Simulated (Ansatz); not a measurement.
Crystals of one structure type (rock salt) and one family of elements, relaxed and computed with plane-wave PAW LDA (Ansatz code).

```
crystal  gap (eV)    ε∞
-------  --------  ----
BaO          1.68     ?
CaSe         1.71  6.02
BaS          1.91  5.13
CaS          1.97  5.40
SrO          3.12  3.87
CaO          3.45  3.88
MgO          5.03  3.18
```

Task: Fit a straight line to ln ε∞ against ln E_g and predict the withheld value.

Result: Least squares on the 6 shown rows: ln ε∞ = -0.57 × ln E_g + (2.053), with a scatter of 4 %. For BaO this gives 5.80. The run itself gave 4.28, outside the scatter: the line misses something about this case.

All cells were relaxed under the symmetry of their starts (and spin orders); stability against distortions was not tested throughout. Scalar-relativistic: spin–orbit coupling is off unless named, which matters more the heavier the elements.

Potentials: the later of the program's two PAW sets.
